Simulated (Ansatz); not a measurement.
## How LaS (Fm-3m) stiffens under pressure

```xyz
2
Lattice="0.0000 2.9036 2.9036 2.9036 0.0000 2.9036 2.9036 2.9036 0.0000" Properties=species:S:1:pos:R:3 pbc="T T T"
La    0.0000    0.0000    0.0000
S     2.9036    2.9036    2.9036
```

This is the zero-pressure cell. At each pressure cell and atoms are relaxed in this structure, and the constants are slopes of the stress at strains of ±0.005 with relaxed ions (the coefficients that govern stability under load). Level: PBEsol, PAW on Ansatz 0.2.0's default frozen-core files (fitted under PBE), scalar-relativistic; k mesh 14×14×14, strains of ±0.005, Fermi-Dirac smearing of 0.100 eV, cutoff 420 eV. P is the pressure of the relaxed cell, less that of this one.

```csv
P (GPa),V/V₀,C11 (GPa),C12 (GPa),C44 (GPa)
0.00,1.0000,218.1,24.7,22.2
0.97,0.9894,229.0,25.8,21.8
2.01,0.9788,240.3,27.0,21.4
4.04,0.9596,262.3,29.3,20.4
7.01,?,?,?,?
10.00,0.9127,324.2,35.6,17.2
14.98,0.8811,373.6,40.7,14.1
```

Task: Does the bulk modulus from the constants agree with the pressure-volume curve?

Result: A third-order Birch-Murnaghan fit to the volumes shown (F against f, f = [(V₀/V)^(2/3) − 1]/2) gives B₀ = 89.2 GPa and B′ = 4.5. Its −V dP/dV stands beside (C11 + 2C12)/3:

```
P (GPa)  from P(V)  from the constants
   0.00       89.2                89.2
   0.97       93.5                93.5
   2.01       98.0                98.1
   4.04      106.8               106.9
  10.00      131.8               131.8
  14.98      152.1               151.6
```

Task: What are the pressure derivatives at zero pressure?

Result: Slopes at V₀ of quadratic fits in −ln(V/V₀) through the first four rows shown, divided by B₀: dC11/dP = 11.2, dC12/dP = 1.2, dC44/dP = -0.4. The mean slopes up to 2.0 GPa are 11.1, 1.1, -0.4; curvature and scatter of the constants part the two. The combination (dC11/dP + 2 dC12/dP)/3 = 4.5 stands against B′.

Task: Fill the row at 7.01 GPa.

Result: Cubic fits in −ln(V/V₀) through all rows shown give C11 = 293.6, C12 = 32.5, C44 = 18.9 GPa. Computed: V/V₀ = 0.9347, C11 (GPa) = 293.6, C12 (GPa) = 32.5, C44 (GPa) = 18.9.

Task: Does a shear stiffness soften?

Result: C44 goes from 22.2 to 14.1 GPa; (C11 − C12)/2 goes from 96.7 to 166.5 GPa. C44 softens under pressure, though the lattice stays mechanically stable over this range.

Caveats: no other phase was computed; many crystals of this kind change structure within this range, and rows or crossings beyond such a change describe a metastable lattice; frozen-core PAW files fitted under PBE, their cores solved anew for the functional of the run; responses of metals move with mesh and smearing; the softest shear constant rests on one k mesh, and a soft shear can herald a distortion on cooling; phonons weren't checked at these pressures.
